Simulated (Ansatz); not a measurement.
CuPd:
```cif
data_Cu2Pd2
_chemical_formula_sum 'Cu2 Pd2'
_space_group_name_H-M_alt 'Cmmm'
_space_group_IT_number 65
_space_group_name_Hall '-C 2 2'
_cell_length_a 2.81244
_cell_length_b 4.42065
_cell_length_c 4.25853
_cell_angle_alpha 90.000
_cell_angle_beta 90.000
_cell_angle_gamma 90.000
loop_
_atom_site_label
_atom_site_type_symbol
_atom_site_symmetry_multiplicity
_atom_site_Wyckoff_symbol
_atom_site_fract_x
_atom_site_fract_y
_atom_site_fract_z
_atom_site_occupancy
Cu1 Cu 2 a 0.00000 0.00000 0.00000 1
Pd1 Pd 2 c 0.00000 0.50000 0.50000 1
```
(The calculation used a cell of 2 atoms; values per cell refer to that cell.)

Relaxed at zero pressure with plane-wave PAW PBEsol (Ansatz code).

The volume is raised by 3 % and shape and atoms relax at that volume. What pressure results, and how do the axes share the change?

-4.9 GPa; a 0.4 %, b 1.3 %, c 1.3 %; the energy rises by 6 meV/atom.

Give the new structure.


Space group Cmmm (No. 65); a = 2.8245 Å, b = 4.4775 Å, c = 4.3121 Å, α = β = γ = 90.00°

```
atom  site  symmetry       x       y       z
----  ----  --------  ------  ------  ------
Cu      2a       mmm  0.0000  0.0000  0.0000
Pd      2c       mmm  0.0000  0.5000  0.5000
```

The phase is kept; no other phase was compared at this pressure.

The workflow started from a Materials Project entry (that database holds measured and hypothetical structures alike); the Crystallography Open Database copy checked does not list it. COD files the formula under space group No. 221. With Cu and Pd taken as one species the cell has the higher symmetry I4/mmm, so it may be an ordered model of a mixed-site phase. Whether it is the stable phase at ambient conditions was not checked. The PBEsol relaxation kept the symmetry of its start. At this level the phase is dynamically unstable (imaginary phonons). No spin polarisation was allowed. Axis ratios of metals converge slowly with the k-mesh, so a and c are less sure than the volume.

Potentials: the later of the program's two PAW sets.
